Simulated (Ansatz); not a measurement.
The start is a generated cell, Rh placed in the diamond structure type. The structure is fully relaxed (lattice and positions, P = 0) with PBEsol (plane waves to 420 eV, PAW, scalar-relativistic; Ansatz, a quantum-chemistry and plane-wave program). The first steps use a coarse 11×11×11 k-mesh.

Input geometry:
```yaml
crystal:
  lattice:
    - [0.00000, 2.60490, 2.60490]
    - [2.60490, 0.00000, 2.60490]
    - [2.60490, 2.60490, 0.00000]
  atoms:
    - { symbol: Rh, position: [0.25000, 0.25000, 0.25000] }
    - { symbol: Rh, position: [0.00000, 0.00000, 0.00000] }
```

* **Initial pressure**: +25.8 GPa (positive: the cell is compressed)
* **Outcome**: The space group stays Fd-3m (No. 227) (the run could not lower it); the end is diamond type, with 2 atoms in the primitive cell
* **Energy released**: 0.17 eV/atom
* **Volume change**: +13.4 %, from 17.68 to 20.05 Å³/atom
* **Band gap at the end**: no gap (metallic)
* **Optimiser moves**: 6

Final structure:

```cif
data_Rh8
_chemical_formula_sum 'Rh8'
_space_group_name_H-M_alt 'Fd-3m :1'
_space_group_IT_number 227
_space_group_name_Hall 'F 4d 2 3 -1d'
_cell_length_a 5.43292
_cell_length_b 5.43292
_cell_length_c 5.43292
_cell_angle_alpha 90.000
_cell_angle_beta 90.000
_cell_angle_gamma 90.000
loop_
_atom_site_label
_atom_site_type_symbol
_atom_site_symmetry_multiplicity
_atom_site_Wyckoff_symbol
_atom_site_fract_x
_atom_site_fract_y
_atom_site_fract_z
_atom_site_occupancy
Rh1 Rh 8 a 0.00000 0.00000 0.00000 1
```
(The calculation used a cell of 2 atoms; values per cell refer to that cell.)

Final values are on a 15×15×15 k-mesh of the relaxed cell. No spin polarisation in the result.

The run could not lower the symmetry of its start; a shaken copy of this end point relaxes with PBEsol to C2/m (No. 12), 1.14 eV/atom lower.

The relaxed structure here is a generated cell of Rh: the first start was made by placing the elements on the sites of a structure type, and the end was not matched to a known phase here, so it may be hypothetical. Known forms of Rh include space group No. 225.
